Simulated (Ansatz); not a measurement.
A distorted cell of ZnS (zinc blende):

```yaml
crystal:
  lattice:
    - [0.00000, 2.69520, 2.69520]
    - [2.69520, 0.00000, 2.69520]
    - [2.69520, 2.69520, 0.00000]
  atoms:
    - { symbol: S, position: [0.76237, 0.76237, 0.73763] }
    - { symbol: Zn, position: [0.99394, 0.99394, 0.00606] }
```

These are r2SCAN (plane waves to 500 eV, PAW, scalar-relativistic; Ansatz, an electronic-structure program) values and carry that method's errors. k mesh 11×11×11 (Γ-centred), Fermi-Dirac smearing 0.05 eV. Compression counts positive. The PAW data are Ansatz's earlier set. ZnS was relaxed with its symmetry unable to fall.

Q: Predict the force on every atom, in eV/Å.

A: 
```json
[
 {"atom": "S1", "Fx": "0.000", "Fy": "0.000", "Fz": "-0.575"},
 {"atom": "Zn2", "Fx": "0.000", "Fy": "0.000", "Fz": "0.575"}
]
```

Q: What is the stress tensor (GPa)?

A: 
```
   0.44     2.30     0.00
   2.30     0.44     0.00
   0.00     0.00     0.09
```
The pressure, a third of the trace, is 0.33 GPa.

(A displaced cell: forces are minus the slopes of the energy, force constants its curvatures, and phonons follow from these.)
